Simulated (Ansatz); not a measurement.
Level of theory: Ansatz 0.2.0, DFT PBE, scalar-relativistic, plane waves, PAW. Settings: cutoff 420 eV, Γ-centred meshes spaced at most about 0.3 Å⁻¹, and about 0.25 Å⁻¹ or finer for metals (2π included), Gaussian smearing. No spin polarisation in the final relaxations.

Temperature and zero-point effects are left out. All come from trial cells, and lower structures may exist.

Question: These unrelaxed guesses for BRu4 are each relaxed within their symmetry. Order them by the energy at which they end, lowest first.
1.

```
B Ru
1.0
     3.91318    0.00000    0.00000
     0.00000    3.91318    0.00000
     0.00000    0.00000    3.91318
B Ru
1 4
Direct
  0.00000 0.00000 0.00000
  0.50000 0.00000 0.00000
  0.00000 0.50000 0.00000
  0.00000 0.00000 0.50000
  0.50000 0.50000 0.50000
```

2.

```
B Ru
1.0
     3.44389    0.00000    0.00000
    -1.72194    2.98249    0.00000
     0.00000    0.00000    6.03320
B Ru
1 4
Cartesian
  0.0000 0.0000 0.0000
  0.0000 0.0000 4.0520
  0.0000 0.0000 1.9812
  0.0000 1.9883 0.0000
  1.7219 0.9942 0.0000
```

3.

```
B Ru
1.0
    -2.44828    2.44828    2.44828
     2.44828   -2.44828    2.44828
     2.44828    2.44828   -2.44828
B Ru
1 4
Direct
  0.00000 0.00000 0.00000
  0.50000 0.50000 0.50000
  0.50000 0.00000 0.00000
  0.00000 0.00000 0.50000
  0.00000 0.50000 0.00000
```

Answer: 1 (ends in Pm-3m, 0 meV/atom), 3 (ends in Im-3m, 0.47 eV/atom), 2 (ends in P6/mmm, 0.96 eV/atom). Even the lowest end lies +0.28 eV/atom against the elements.

A magnetic state wasn't ruled out in cells without spin, among them Im-3m. With atoms moved at random, Pm-3m came back. Other cells relaxed within their symmetry can be saddle points. Some types were kept out of the candidates beforehand, so the set may lack a known form.
